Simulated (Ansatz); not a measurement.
# Ansatz 0.2.0, settings compared: ReAg2Br6

The command:

```bash
ansatz run input.yaml --threads 1 --pin off --max-ram 2560MiB --backend cpu --events-out ev --progress --plain --runs-dir out
```

Input:

```yaml
crystal:
  lattice:
    - [6.859296, 0.0, 0.0]
    - [-3.429648, 5.94033, 0.0]
    - [-3.429648, 1.98011, 5.819648]
  atoms:
    - { symbol: Re, position: [0.5, 0.5, 0.5001] }
    - { symbol: Ag, position: [0.7657, 0.2343, 0.297] }
    - { symbol: Ag, position: [0.2343, 0.7657, 0.703] }
    - { symbol: Br, position: [0.37217, 0.26833, 0.25641] }
    - { symbol: Br, position: [0.73167, 0.84743, 0.25641] }
    - { symbol: Br, position: [0.15257, 0.62783, 0.25641] }
    - { symbol: Br, position: [0.62783, 0.73167, 0.74359] }
    - { symbol: Br, position: [0.26833, 0.15257, 0.74359] }
    - { symbol: Br, position: [0.84743, 0.37217, 0.74359] }
  symmetry: { tolerance: 0.0003 }
kpoints:
  mp_grid: { grid: [3, 3, 3], shift: [0, 0, 0] }
magnetization:
  spin_polarized: false
scf:
  occupations: { method: gaussian, width: 0.2243 }
hamiltonian:
  pseudopotentials: { kind: paw }
  xc: pbe
  hubbard:
    projectors: all-electron-ortho-atomic
    sites: [{ species: Br, l: p, u_eff: 1.62 }]
basis:
  ecutwfc: 420
output:
  forces: true
  stress: true
  eigenvalues: true
```

Origin of the cell: a known structure type with other elements, at an estimated volume, so it need not be a known compound.

Output of this run (shortened):

```
Warning: the atoms were moved onto the symmetric positions of the space group found under crystal.symmetry.tolerance 3.0e-4 (fractional; no operation is sought that the atoms, as they stand i […]
Re: projections on atomic orbitals take those of the free atom [Kr 4d10 4f14] 5s2 5p6 5d5 6s2, of charge +0.00 (hamiltonian.pseudopotentials.projection_atoms); the dataset's partial waves lea […]
Ag: projections on atomic orbitals take those of the free atom [Ar 3d10] 4s2 4p6 4d10 5s1, of charge +0.00 (hamiltonian.pseudopotentials.projection_atoms); the dataset's partial waves leave a […]
Br: projections on atomic orbitals take those of the free atom [Ar 3d10] 4s2 4p5, of charge +0.00 (hamiltonian.pseudopotentials.projection_atoms); the dataset's partial waves leave at most 2. […]
Pseudopotentials: kind: paw
Pseudopotential: Re, paw, valence charge 15, recommended cutoff 420 eV (normal), Re.paw.azcp
Pseudopotential: Ag, paw, valence charge 19, recommended cutoff 420 eV (normal), Ag.paw.azcp
Pseudopotential: Br, paw, valence charge 7, recommended cutoff 420 eV (normal), Br.paw.azcp
Functional definition: PBE
  exchange = pbe_x(kappa = kappa, mu = beta*pi^2/3)
  correlation = pbe_c(beta = beta)
Crystal: 9 atoms, lattice volume = 237.130 Å³
[… 11 lines left out …]
Initial density: superposition of atomic densities (chi_scale 0.1, normalization cell, long waves of neutral atoms under a Hubbard term (reshape's long-wave potential 0.04 eV rms, cloud 2.71 Å wide))
Functional: x = pbe(κ = 0.804, μ = 0.219515), c = pbe(β = 0.066725)
SCF iter   1: F=—  HF=-42750.434459 eV  Δρ=5.61e-2  dr2=1.43e1
SCF iter   2: F=—  HF=-42752.189761 eV  Δρ=1.26e-1  dr2=6.24e1  defer=24  recentre
SCF iter   3: F=—  HF=-42748.187137 eV  Δρ=2.90e-2  dr2=3.93e0  defer=24
SCF iter   4: F=—  HF=-42747.428582 eV  Δρ=1.01e-2  dr2=1.67e-1  defer=24
SCF iter   5: F=—  HF=-42747.430012 eV  Δρ=7.15e-3  dr2=8.97e-2  defer=24
[… 4 lines left out …]
SCF iter  10: F=—  HF=-42747.429331 eV  Δρ=1.86e-4  dr2=2.51e-5  defer=24
SCF iter  11: F=—  HF=-42747.429337 eV  Δρ=8.84e-5  dr2=4.65e-6  defer=24
SCF iter  12: F=—  HF=-42747.429338 eV  Δρ=5.19e-5  dr2=1.35e-6  defer=24
SCF iter  13: F=—  HF=-42747.429340 eV  Δρ=2.26e-5  dr2=2.55e-7  defer=24
SCF iter  14: F=-42747.429340 eV  HF=-42747.429340 eV  Δρ=1.10e-5  dr2=8.37e-8
SCF 1 converged in 14 iterations: F = -42747.429340 eV  dr2 = 8.37e-8
SCF converged after 14 iterations
Free energy (F): -42747.429340 eV
Harris-Foulkes:  -42747.429340 eV  (|F-HF|=3.02e-8)
Internal energy: -42747.229503 eV  (E = F + TS)
E sigma→0 (E₀):  -42747.329422 eV
Entropy (-TS):   -0.199837 eV (-22.204 meV/atom)
Fermi energy:    6.335050 eV
--- Per-component energies (eV) ---
  E_band       = -1188.715368
  E_kinetic    = 2397.552701
  E_local      = -10536.776049  (includes V_loc(G=0)·N_el)
  E_nonlocal   = 640.244415
  E_hartree    = 4381.274922
  E_xc         = -2354.111287
  E_vxc        = -1386.599999  (∫ρ·V_xc dr)
  E_hubbard    = 2.831039  (on-site DFT+U / exact-exchange correction)
  E_vhub       = -20.213177  (the Hubbard potential's part of the band-sum identity)
  E_paw        = -29949.791343  (= ΣΔE_a)
  E_vpaw       = -1045.462974  (= ΣTr[D̂ρ^β])
  E_aug_tail   = 0.000540  (compensation charges beyond the density's cutoff)
  E_ewald      = -7328.454441
  E_smearing   = -0.199837  (= −TS)
  Σ components = -42747.429340   (vs F -42747.429340, Δ=0.00e0)
--- Forces (eV/Å), atoms counted from 1 ---
  atom   1  Re    -0.000000    -0.000000     0.000000
[… 4 lines left out …]
  atom   6  Br    -0.605027    -0.007074    -0.353405
  atom   7  Br    -0.308639     0.520432     0.353405
  atom   8  Br    -0.296387    -0.527506     0.353405
  atom   9  Br     0.605027     0.007074     0.353405
  max |Σ_I F_I| component: 1.11e-16 eV/Å
--- Stress (GPa, compression-positive) ---
        3.337981      -0.000002       0.000000
        0.000002       3.337981      -0.000000
        0.000000      -0.000000       3.711851
  P = ⅓ Tr σ = 3.4626 GPa (34.626 kbar)
Occupation matrices written to <dir>
```

The same input was run again with these changes:

1. `scf.lower_state_search` default → light; `kpoints.mp_grid.grid` [3, 3, 3] → [4, 4, 4]
2. `basis.ecutwfc` 420 → "40.4 Ry"
3. `kpoints.mp_grid.grid` [3, 3, 3] → [2, 2, 2]
4. `scf.mixing.algorithm` default → anderson; `scf.mixing.beta` default → 0.7; `scf.mixing.ndim` default → 2; `total_charge` default → 1

```
 run        end  SCF iterations  P (GPa)  max force component (eV/Å)  moment (μB)  ΔE(σ→0) (meV/atom)
base  converged              14     3.46                       0.605            –                   0
   1  converged              14     3.53                       0.615            –                3.23
   2  converged              14     3.46                       0.604            –               -1.41
   3  converged              14     3.26                       0.562            –              -13.07
   4  converged              30        –                       0.421            –                   –
```

Energies are compared only where functional, datasets, charge and starting cell are the same.

Not properties of the system: run 3 (too coarse or loose: `kpoints.mp_grid.grid` = [2, 2, 2]).

Caveats of the base run: no moments, though an odd count or open d shells may carry them; no spin-orbit coupling, though heavy elements are present; the k mesh is coarse if the cell is a metal; wide smearing.

Run 4: charged cell with a uniform background, whose pressure depends on convention.

The base run ran for 7.6 s of wall time on 1 CPU thread(s) of a shared host, from the program's own first density.
